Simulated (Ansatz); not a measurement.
Cs:
```xyz
1
Lattice="0.0000 3.7849 3.7849 3.7849 0.0000 3.7849 3.7849 3.7849 0.0000" Properties=species:S:1:pos:R:3 pbc="T T T"
Cs     0.0000     0.0000     0.0000
```

This is the PBEsol-relaxed structure.

Problem. All from the program Ansatz at the PBEsol level (PAW), unless another level is named. Give the density of states at the Fermi level.

Solution. 1.3 states/eV per atom (mean over ±0.08 eV).

Problem. Next, the gap with spin–orbit coupling?

Solution. none (metallic).

Space group Fm-3m (fcc (Cu type)). The workflow started from a Materials Project entry (that database holds measured and hypothetical structures alike); the Crystallography Open Database files this formula in space group No. 225, but the cells were not matched. It is not the phase usual at ambient conditions (space group No. 229). The cell was relaxed with PBEsol under the symmetry of its start; whether a distortion lowers the energy is not shown. Spin–orbit coupling is left out wherever it is not named.

Potentials: the later of the program's two PAW sets.
